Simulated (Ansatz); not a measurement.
TiRe (Pm-3m), a vibration from a frozen displacement

Computed with DFT r2SCAN, scalar-relativistic, plane waves, PAW in Ansatz. Settings: plane waves to 500 eV, k-mesh 16×16×16 (Γ-centred), Gaussian smearing 0.15 eV. Spin–orbit coupling is left out, which matters for the heavy elements here. No spin polarisation. Energies are free energies at this smearing, counted from the undisturbed cell; pressure is positive in compression.

Reference structure (as given, not relaxed at this level; it stands at -3.2 GPa, and it needn't be the usual structure):

```
CELL_PARAMETERS angstrom
3.11800 0.00000 0.00000
0.00000 3.11800 0.00000
0.00000 0.00000 3.11800
ATOMIC_POSITIONS crystal
Ti 0.50000 0.50000 0.50000
Re 0.00000 0.00000 0.00000
```

Every Re atom is moved by x along the Cartesian unit vector (-0.577, -0.577, -0.577); the cell and all other atoms stay fixed. The cell's volume is 30.31 Å³; the moved atoms weigh 186.207 u together and the others 47.867 u. Some rows repeat others by symmetry and weren't run.

```
  x (Å)  ΔE (meV/cell) total force on the moved atoms along the move (eV/Å) pressure (GPa)
-0.3000         451.83                                                2.9240          3.7917
-0.2625         348.30                                                2.5960          2.1358
-0.2250         257.30                                                2.2548          0.6956
-0.1875         179.38                                                1.8987         -0.5221
-0.1500         115.06                                                1.5301         -1.5136
-0.1125          64.74                                                1.1522         -2.2782
-0.0750          28.72                                                0.7680         -2.8181
-0.0375           7.16                                                0.3824         -3.1373
 0.0000           0.00                                                0.0000         -3.2430
 0.0375           7.16                                               -0.3824         -3.1373
 0.0750          28.72                                               -0.7680         -2.8181
 0.1125          64.74                                               -1.1522         -2.2782
 0.1500         115.06                                               -1.5301         -1.5136
 0.1875         179.38                                               -1.8987         -0.5221
 0.2250         257.30                                               -2.2548          0.6956
 0.2625         348.30                                               -2.5960          2.1358
 0.3000         451.83                                               -2.9240          3.7917
```

**Question.** What frequency belongs to this motion?

**Answer.** The force constant is k = −dF/dx = 10.198 eV/Å², from the parabola through x = -0.0375, 0 and 0.0375. In every cell the moved atoms swing against the rest, so the mass is μ = m₁m₂/(m₁ + m₂) = 38.078 u, and ν̃ = 521.5 cm⁻¹ × √(|k|/μ) = 270 cm⁻¹, at this cell's pressure of -3.2 GPa. To first order in x, and within 1 %, the force on every atom lies along the move and, within each of the two groups, in proportion to the atom's mass, so this is itself a mode at the zone centre of this cell.

**Question.** How far does the harmonic law reach?

**Answer.** At x = -0.300 Å, kx²/2 = 458.92 meV against the computed 451.83 meV (-1.5 %): the well is still close to harmonic there.

**Question.** The pressure changes with x². What does that say about the frequency under compression?

**Answer.** With E = k(V)x²/2, k ∝ V^(−2γ) and x scaling with the cell as V^(1/3), P − P0 = −∂E/∂V = (2γ − 2/3) ΔE/V. At x = 0.0750 Å, V(P − P0) = 30.31 × 0.42485 / 160.2 eV = 80.38 meV and ΔE = 28.72 meV, so γ = 1/3 + V(P − P0)/(2ΔE) = 1.73. This is the Grüneisen parameter of the motion under uniform scaling of the cell: shrinking the cell evenly by 1 % in volume raises the frequency by about 1.73 %.

In a metal these slopes depend on the k mesh and the smearing.